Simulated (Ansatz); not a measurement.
Notes on NaCl

```xyz
2
Lattice="0.0000 2.8774 2.8774 2.8774 0.0000 2.8774 2.8774 2.8774 0.0000" Properties=species:S:1:pos:R:3 pbc="T T T"
Na    0.0000    0.0000    0.0000
Cl    2.8774    2.8774    2.8774
```

Level: PBE, no spin polarisation; 420 eV; 8×8×8 Γ-centred mesh; fermi-dirac occupations (width 0.1 eV); Ansatz 0.2.0, fixed geometry.

Question: What is the character of the valence top and the conduction bottom?

Answer: Within 0.7 eV of the edges, the states project mainly on Cl p (99 %) below the gap and on Na s (74 %) and Cl s (18 %) above it.

Question: Is the cell too large or too small?

Answer: The pressure is -0.7 GPa (compression positive), so with the atoms held at these fractions the cell would first shrink.

Question: What do density and ELF say about some of the short contacts?

Answer: Na–Cl at 2.88 Å: least valence density 0.07 e/Å³ and ELF 0.02 there, a closed-shell (ionic or weak) contact. These are pseudo-fields; inside the PAW spheres they differ from the all-electron ones.

Question: Metal or insulator? Give the gap.

Answer: The gap is 4.88 eV, direct at the points sampled. A semilocal functional usually gives too small a gap.

Origin: a database entry at a rescaled volume.
